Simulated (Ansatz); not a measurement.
Relaxed-ion elastic tensor of HfSiO$_{4}$ in space group I4_1/amd (No. 141; Hf on 4a, Si on 4b, O on 16h) in GPa (Voigt order), the program Ansatz at the LDA level (PAW); density 7.13 g/cm³, 10.50 Å³ per atom.

```
 463  77.1   160   0.0   0.0   0.0
77.1   463   160   0.0   0.0   0.0
 160   160   511   0.0   0.0   0.0
 0.0   0.0   0.0   115   0.0   0.0
 0.0   0.0   0.0   0.0   115   0.0
 0.0   0.0   0.0   0.0   0.0  50.7
```

Task: Is the crystal mechanically stable?

Result: Yes: the smallest eigenvalue of C is 50.7 GPa.

Task: Work out the Voigt, Reuss and Hill averages.

Result: K_V = 248, K_R = 244, K_H = 246; G_V = 125, G_R = 102, G_H = 114 GPa.

Task: Give Young's modulus, Poisson's ratio, Pugh's ratio and the universal anisotropy index.

Result: E = 9KG/(3K + G) = 296 GPa; ν = 0.30; K/G = 2.16 (ductile by the Pugh limit of 1.75); A_U = 5G_V/G_R + K_V/K_R − 6 = 1.15.

Task: Estimate the sound speeds and the Debye temperature.

Result: v_l = √((K + 4G/3)/ρ) = 7460 m/s, v_t = √(G/ρ) = 3990 m/s, mean 4460 m/s; Θ = (h/k)(3n/4πV)^(1/3) v_m = 606 K.

Task: How much does each axis shrink under pressure?

Result: Linear compressibilities β_i = Σ_j S_ij (j = 1 to 3): x 1.6, y 1.6, z 0.98 per TPa.

The LDA relaxation kept the symmetry of its start. The run is not spin-polarised. Spin–orbit coupling is left out wherever it is not named.

Potentials: the later of the program's two PAW sets.
